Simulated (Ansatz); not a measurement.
Ti₂Rh:
```xyz
3
Lattice="-1.5247 1.5247 4.9048 1.5247 -1.5247 4.9048 1.5247 1.5247 -4.9048" Properties=species:S:1:pos:R:3 pbc="T T T"
Ti     0.0000     0.0000     6.4898
Ti     0.0000     0.0000     3.3198
Rh     0.0000     0.0000     0.0000
```

Relaxed with r²SCAN. Special points in fractions of this cell's reciprocal vectors: Γ (0.000, 0.000, 0.000); X (0.000, 0.000, 0.500); P (0.250, 0.250, 0.250); N (0.000, 0.500, 0.000); M (0.500, 0.500, -0.500); S (0.274, 0.726, -0.274); S0 (-0.274, 0.274, 0.274); R (-0.048, 0.048, 0.500); G (0.500, 0.500, -0.048).

Problem. List the band energies nearest the Fermi level at these points for DFT-r²SCAN in the program Ansatz with PAW potentials.

Solution. In eV from the Fermi level; about four levels below and three above (degenerate sets whole), none deeper than 8.9 eV; points with the same levels are listed once.

| k | below | above |
|---|---|---|
| Γ | -2.45 -2.45 -1.90 -1.61 | 1.51 1.51 1.66 |
| X | -1.47 -0.69 -0.54 -0.45 | 0.30 1.46 2.71 |
| P | -1.75 -1.26 -1.26 -0.54 | 0.29 0.55 0.55 |
| N | -2.97 -2.76 -0.48 -0.40 | 0.62 0.65 0.84 |
| M | -2.52 -2.52 -1.85 -0.53 | 0.69 0.80 0.80 |
| S | -2.83 -2.50 -0.86 -0.23 | 0.58 0.61 0.96 |
| R | -1.58 -0.73 -0.70 -0.62 | 0.34 1.44 2.62 |

Space group I4/mmm (MoSi2 or CaC2 type). The first step of the workflow began from a Materials Project structure, measured or hypothetical; the Crystallography Open Database copy checked does not list it. With Ti and Rh taken as one species the cell has the higher symmetry I4/mmm, so it may be an ordered model of a mixed-site phase. Whether it is the stable phase at ambient conditions was not checked. Symmetry was held in the r²SCAN relaxation; whether a distortion lowers the energy is not shown. No spin polarisation was allowed. Scalar-relativistic: spin–orbit coupling is off unless named, which matters more the heavier the elements.

Potentials: the later of the program's two PAW sets.
